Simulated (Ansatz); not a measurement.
Computed with Ansatz, DFT PBE, scalar-relativistic, plane waves, PAW. Settings: cutoff 420 eV, Γ-centred meshes spaced at most about 0.3 Å⁻¹, and about 0.25 Å⁻¹ or finer for metals (2π included), Gaussian smearing. No spin polarisation in the final relaxations.

All energies are static (0 K, no zero-point motion).

Two forms of SiAs₃ were relaxed alike.

A. Space group Fm-3m (No. 225), cubic, a = 6.620 Å. Si has 8 As at 2.87 Å and 6 As at 3.31 Å; As on a site of symmetry -43m is surrounded by 4 As at 2.87 Å, 4 Si at 2.87 Å and 6 As at 3.31 Å; As on a site of symmetry m-3m has 8 As at 2.87 Å and 6 Si at 3.31 Å.

B. Space group P-3m1 (No. 164), trigonal, a = 3.697 Å, c = 6.572 Å. Si is surrounded by 6 As at 2.62 Å; As on a site of symmetry 3m has 3 Si at 2.62 Å and 3 As at 2.77 Å; As on a site of symmetry -3m is surrounded by 6 As at 2.77 Å.

Problem. Which form is favoured at zero pressure, and by what margin per atom?

Solution. B is lower, by 282 meV/atom. A has the BiF3 (D0_3) type, space group Fm-3m (No. 225), 18.1 Å³/atom and no gap on its mesh; B has space group P-3m1 (No. 164), 19.4 Å³/atom and no gap. Counting As atoms around Si (those within 1.25 times the shortest such distance or 1.15 times the sum of covalent radii, 1.27 where that leaves under three; a plus sign parts nearer from farther groups; the shortest distance is added where it exceeds 1.18 times the sum of covalent radii), A has Si 8+6 from 2.9 Å and B has Si 6. The lower one is the more open, so pressure narrows the difference. Even the lower one lies +0.22 eV/atom against the reference forms of the elements (uncorrected), so neither is stable at this level. Both come from invented guesses. A third cell relaxed alike, in R-3m, lies 134 meV/atom below the lower of the two.

In Fm-3m, P-3m1 an odd number of electrons in the primitive cell allows no gap without spin; a larger cell or a magnetic state could open one. A magnetic state wasn't ruled out in cells without spin, among them Fm-3m, P-3m1. Cells relaxed within their symmetry can be saddle points.
